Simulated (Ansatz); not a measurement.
The end of the path is a generated cell of CsBS2: the first start was made by placing the elements on the sites of a structure type, and the end was not matched to a known phase here, so it may be hypothetical.

A geometry of CsBS₂ away from equilibrium: the start of the relaxation of a generated cell, CsBS2 built in the AFLOW prototype AB2C_oC16_63_c_2c_c (as in SrCuO2). Computed with PBE (plane waves to 420 eV, PAW, scalar-relativistic; Ansatz, an electronic-structure program). Γ-centred k-mesh 5×5×5 on the run's cell (coarser than for final values), Fermi–Dirac smearing 0.05 eV.

```xyz
8
Lattice="2.3254 -10.6239 0.0000 2.3254 10.6239 0.0000 0.0000 0.0000 5.0944" Properties=species:S:1:pos:R:3 pbc="T T T"
B      2.3254    -9.3258     3.8208
B      2.3254     9.3258     1.2736
S      2.3254     9.4382     3.8208
S      2.3254    -9.4382     1.2736
S      2.3254    -6.8163     3.8208
S      2.3254     6.8163     1.2736
Cs     2.3254    -3.5917     3.8208
Cs     2.3254     3.5917     1.2736
```

Question: Give the Cartesian forces on all atoms (eV/Å).

Answer: 
```json
[
 {"atom": "B1", "Fx": "0.00", "Fy": "0.54", "Fz": "0.00"},
 {"atom": "B2", "Fx": "0.00", "Fy": "-0.54", "Fz": "0.00"},
 {"atom": "S3", "Fx": "0.00", "Fy": "2.93", "Fz": "0.00"},
 {"atom": "S4", "Fx": "0.00", "Fy": "-2.93", "Fz": "0.00"},
 {"atom": "S5", "Fx": "0.00", "Fy": "-3.15", "Fz": "0.00"},
 {"atom": "S6", "Fx": "0.00", "Fy": "3.15", "Fz": "0.00"},
 {"atom": "Cs7", "Fx": "0.00", "Fy": "-0.07", "Fz": "0.00"},
 {"atom": "Cs8", "Fx": "0.00", "Fy": "0.07", "Fz": "0.00"}
]
```

Question: What is the pressure?

Answer: -6.0 GPa, compression positive.

Question: How much energy per atom can still be gained by relaxing?

Answer: 1.39 eV/atom; the path ends in Cmcm (No. 63).

No spin polarisation in the result.

The run could not lose the symmetry of its start: the end is stationary, and may be a saddle point rather than a minimum.
